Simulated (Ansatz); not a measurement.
Starting cell, MgO (rock salt):

```xyz
4
Lattice="0.0000 4.2537 4.2537 2.1269 0.0000 2.1269 2.1269 2.1269 0.0000" Properties=species:S:1:pos:R:3 pbc="T T T"
O      0.0000     0.0000     0.0000
O      0.0000     2.1269     2.1269
Mg     2.1269     2.1269     2.1269
Mg     2.1269     4.2537     4.2537
```

In this cell atom 3 (Mg, nearest neighbour O at 2.127 Å; its periodic images, 3.0 Å or more away, move with it) is moved by s along Cartesian x, unit vector (1.000, 0.000, 0.000); all other atoms and the cell stay fixed.

Calculation: PBE (plane waves to 420 eV, PAW, scalar-relativistic; Ansatz, a quantum-chemistry and plane-wave program). k mesh 11×11×11 (Γ-centred), Fermi-Dirac smearing 0.05 eV. The energy includes the smearing's −TS. MgO was relaxed with its symmetry unable to fall. ΔE is measured from the undisplaced structure.

| s (Å) | ΔE (meV/cell) |
|---|---|
| -0.430 | 1110 |
| -0.344 | 630 |
| -0.258 | withheld |
| -0.172 | 133 |
| -0.086 | 32 |
| 0.000 | 0 |
| 0.086 | 32 |
| 0.172 | 133 |
| 0.258 | withheld |
| 0.344 | 630 |
| 0.430 | 1110 |

Task: Fit an even polynomial form (powers 2, 4) to the given rows and predict ΔE at s = 0.258.

Result: Least squares on the 9 given rows: ΔE = (4145)·s² + (10040)·s⁴, in meV/cell with s in Å; root-mean-square residual 1.0 meV/cell. At 0.258 the fit gives 320 meV/cell; the calculation gives 321 meV/cell, so the interpolation is off by -1 (-0.3 %). The quadratic term alone would give 276 meV/cell.

(For displaced atoms, the force is minus the slope of the energy, and its curvature is a force constant, which sets phonon frequencies.)
